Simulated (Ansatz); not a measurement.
## Calculated B-11 NMR of the central transition for BN at a changed volume

Cell: a structure deposited in the COD, relaxed with PBE at fixed cell and then changed (volume scaled by 1.04, ions relaxed).

```
CELL_PARAMETERS angstrom
2.57342 0.00000 0.00000
-1.28671 2.22865 0.00000
0.00000 0.00000 6.68483
ATOMIC_POSITIONS crystal
B 0.33333 0.66667 0.25000
B 0.66667 0.33333 0.75000
N 0.33333 0.66667 0.75000
N 0.66667 0.33333 0.25000
```

Atom numbers follow the list; atoms alike are taken as one site, whose name carries the number of the first.

Level of theory: DFT, PBE, plane waves and PAW, scalar-relativistic, 420 eV cutoff, Γ-centred 13×13×5 k-points, Fermi–Dirac smearing 0.02 eV (Ansatz 0.2.0).

B-11 has I = 3/2 and Q = 40.59 mb (Pyykkö 2018); at 16.4 T its Larmor frequency is ν₀ = 224.1 MHz. Only the quadrupole interaction is simulated: positions count from each site's isotropic chemical shift, and J coupling is left out, as are shift anisotropy and dipolar coupling, which fast spinning averages.

Simulated pattern of one B site (fast magic-angle spinning, Gaussian broadening 0.09 kHz):

```csv
offset (kHz),height
-1.980,0
-1.901,4
-1.823,6
-1.745,6
-1.667,6
-1.589,7
-1.511,7
-1.433,7
-1.355,8
-1.277,15
-1.199,71
-1.120,76
-1.042,54
-0.964,47
-0.886,44
-0.808,43
-0.730,43
-0.652,45
-0.574,48
-0.496,54
-0.417,66
-0.339,100
-0.261,78
-0.183,6
```

Task: Which |C_Q| and η does the pattern imply?

Result: The pattern spans 1.64 kHz before broadening and its centre of gravity is at -0.765 kHz, which fixes P_Q; the places of the horns and steps fix η. That gives P_Q = 2.62 MHz, |C_Q| = 2.62 MHz and η = 0.00. The sign of C_Q can't be read from the pattern.

An axis of threefold or higher order runs through B, so V_zz lies along it and η is zero.

At this changed cell the PBE pressure is -14 GPa.

The relaxation (1 step) took 2.2 s of wall time (2.2 s of CPU time) and 0.41 GiB at its peak, on 1 thread of Intel Xeon Platinum 8488C (Sapphire Rapids) (x86_64; 16 cores open to the job, memory cap 3.0 GiB, no GPU), a shared host with a load of 0.2 a core.
